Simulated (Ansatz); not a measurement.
AlIr:
```
AlIr
1.0
    0.00000     2.52510     2.52510
    2.52510     0.00000     2.52510
    2.52510     2.52510     0.00000
Ir Al
1 1
Direct
  0.00000   0.00000   0.00000
  0.50000   0.50000   0.50000
```

Relaxed with PBE. Special points in fractions of this cell's reciprocal vectors: Γ (0.000, 0.000, 0.000); X (0.500, 0.000, 0.500); U (0.625, 0.250, 0.625); K (0.375, 0.375, 0.750); L (0.500, 0.500, 0.500); W (0.500, 0.250, 0.750).

Task: List the band energies nearest the Fermi level at these points for the program Ansatz at the PBE with spin–orbit coupling level (PAW).

Result: In eV from the Fermi level; about four levels below and three above (degenerate sets whole), none deeper than 8.9 eV; points with the same levels are listed once.

```
k                    below                          above
-  -----------------------  -----------------------------
Γ  -1.97 -1.97 -1.97 -1.97  5.61 5.61 6.26 6.26 6.26 6.26
X  -0.84 -0.84 -0.10 -0.10            0.41 0.41 1.65 1.65
U  -1.00 -1.00 -0.65 -0.65            0.84 0.84 1.73 1.73
L  -1.10 -1.10 -0.72 -0.72            0.33 0.33 6.67 6.67
W  -0.51 -0.51 -0.41 -0.41            1.06 1.06 1.29 1.29
```

Space group Fm-3m (rock salt). The start of the workflow was typed in or built on a structure type; neither database checked (COD, Materials Project) lists it. Whether it is the stable phase at ambient conditions was not checked. The cell was relaxed with PBE under the symmetry of its start; its stability against distortions is not shown here. The run is not spin-polarised.

Potentials: the later of the program's two PAW sets.
